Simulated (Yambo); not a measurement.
G0W0@LDA for AlP (wurtzite, space group P6_3mc, No. 186) in Yambo. Reference settings: 6×6×2 Γ-centred k mesh, 179 bands and a 10 Ry block in the screening, 179 bands in G with the Bruneval-Gonze terminator, plasmon pole fitted at 27.2 eV. The LDA gap Γ → M on this mesh is 1.79 eV; G0W0 gaps are taken between the same points.

Gap (Γ → M) in eV against the number of bands and the screening block, terminator on:

```csv
bands (W and G),2 Ry,4 Ry,6 Ry,8 Ry,10 Ry
33,2.533,2.639,2.728,2.752,2.759
58,2.458,2.593,2.717,2.757,2.770
93,2.431,2.567,2.709,2.758,2.776
136,2.425,2.561,2.712,2.771,2.793
179,2.424,2.559,2.714,2.779,2.804
```

Rough cost of the Yambo step against the reference (shared machines):

| bands (W and G) | 2 Ry | 4 Ry | 6 Ry | 8 Ry | 10 Ry |
|---|---|---|---|---|---|
| 33 | 1/10 | 1/10 | 1/9 | 1/8 | 1/6 |
| 58 | 1/8 | 1/8 | 1/7 | 1/6 | 1/4 |
| 93 | 1/6 | 1/6 | 1/5 | 1/3 | 1/2 |
| 136 | 1/4 | 1/3 | 1/3 | ~1 | ~1 |
| 179 | 1/3 | 1/3 | 1/2 | 1/2 | 1 |

At the largest block the last step in bands moves the gap by 0.011 eV; at the most bands the last step in the block moves it by 0.025 eV.

Geometry relaxed with LDA; primitive cell a = b = 3.831 Å, c = 6.287 Å, α = β = 90.00°, γ = 120.00°.

This is not the ordinary phase of the substance; no match was found in the copy of COD used, and its stability was not checked.
